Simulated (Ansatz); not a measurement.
Structure relaxation, YCl

The start is a relaxed YCl cell shaken by Gaussian noise of σ = 0.08 Å a coordinate. The cell and all atomic positions are relaxed at zero pressure with PBE (plane waves to 420 eV, PAW, scalar-relativistic; Ansatz, a first-principles code). The first steps use a coarse 4×4×4 k-mesh.

The start:
```
CELL_PARAMETERS angstrom
      5.96639     0.00000     0.00000
      0.00000     5.96639     0.00000
      0.00000     0.00000     5.96639
ATOMIC_POSITIONS crystal
  Y  0.85303 0.83229 0.82389
  Y  0.33376 0.65736 0.17043
  Y  0.13311 0.32399 0.67296
  Y  0.67945 0.16556 0.32784
  Cl 0.09126 0.09929 0.08430
  Cl 0.61738 0.40143 0.89837
  Cl 0.91481 0.57658 0.41402
  Cl 0.41340 0.90409 0.57853
```

Problem. Which atoms feel the largest initial force, and how large is it?

Solution. 1.50 eV/Å, on Y3 (atoms numbered as listed).

Problem. How much energy is released per atom?

Solution. 0.04 eV/atom.

Problem. Is the parent structure recovered?

Solution. The parent structure is recovered, P2₁3 (No. 198).

Problem. How do the shortest distances between atoms change?

Solution. The closest pairs of elements (up to four, under 3.6 Å), start → end: Cl–Y 2.52 → 2.68 Å; Y–Y 3.49 → 3.74 Å; Cl–Cl 3.53 → 3.71 Å.

Relaxed structure:

```cif
data_Cl4Y4
_chemical_formula_sum 'Y4 Cl4'
_space_group_name_H-M_alt 'P213'
_space_group_IT_number 198
_space_group_name_Hall 'P 2ac 2ab 3'
_cell_length_a 5.96580
_cell_length_b 5.96580
_cell_length_c 5.96580
_cell_angle_alpha 90.000
_cell_angle_beta 90.000
_cell_angle_gamma 90.000
loop_
_atom_site_label
_atom_site_type_symbol
_atom_site_symmetry_multiplicity
_atom_site_Wyckoff_symbol
_atom_site_fract_x
_atom_site_fract_y
_atom_site_fract_z
_atom_site_occupancy
Y1 Y 4 a 0.32855 0.32855 0.32855 1
Cl1 Cl 4 a 0.58803 0.58803 0.58803 1
```

Final values are on a 8×8×8 k-mesh of the relaxed cell. No spin polarisation in the result. No Hubbard U is applied.

The relaxed structure here is a generated cell of YCl: the first start was made by placing the elements on the sites of a structure type, and the end was not matched to a known phase here, so it may be hypothetical.
